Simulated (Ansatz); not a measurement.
A generator proposed this cell of MgSI.

```xyz
3
Lattice="4.7692 0.0000 0.0000 -2.3846 4.1303 0.0000 0.0000 0.0000 4.8063" Properties=species:S:1:pos:R:3 pbc="T T T"
Mg    0.0000    2.7535    2.4032
S     2.3846    1.3768    2.4032
I     0.0000    0.0000    0.0000
```

Level of theory: Ansatz, DFT PBE, scalar-relativistic, plane waves, PAW. Settings: cutoff 420 eV, Γ-centred mesh 6×6×4 on the computed 3-atom cell, Gaussian smearing of 0.10 eV; no spin polarisation.

Formation energies are uncorrected and refer to the elements' standard structures at the same level.

**Question.** How far from equilibrium is it?

**Answer.** The pressure is -5.6 GPa (the mean over three directions, positive in compression), the largest force is 0.00 eV/Å (symmetry fixes the atoms), and the energy is −0.35 eV/atom against the elements. The shortest distance is 2.75 Å.

**Question.** Is it a good guess?

**Answer.** A rough one: relaxing gains about 0.22 eV/atom (the start's value is from the coarse mesh, so the gain is rough) in 10 ionic steps and ends at −0.57 eV/atom on the finer mesh. The symmetry stays P-6m2 (No. 187). The volume per atom shrinks by 13.6 %, from 31.6 to 27.3 Å³. The shortest distance goes from 2.75 Å (Mg–S) to 2.45 Å (Mg–S). The ratio c/a of the conventional cell changes by a factor of 1.23. Conventional cell: a = 4.235 Å, c = 5.267 Å. Mg is surrounded by 3 S at 2.45 Å and 6 I at 3.59 Å; S is surrounded by 3 Mg at 2.45 Å and 6 I at 3.59 Å; I has 6 Mg at 3.59 Å and 6 S at 3.59 Å.

The last run used a 12×12×10 mesh (in the run's order of axes) for its 3-atom cell and Gaussian smearing of 0.10 eV. Weakly bound directions are ill-defined at this level, which has no dispersion term. Spin–orbit coupling, which can matter for I, is left out. An odd number of electrons in the primitive cell allows no gap without spin; a larger cell or a magnetic state could open one. The cell is a metal run without spin; a magnetic state may lie lower. The reference forms of I and S are held partly by dispersion forces, which this level lacks. The relaxation can't lower the symmetry of the start, and the grade says only how near the guess is to its own end. Symmetry constrained the relaxation, so the result can be a saddle point.
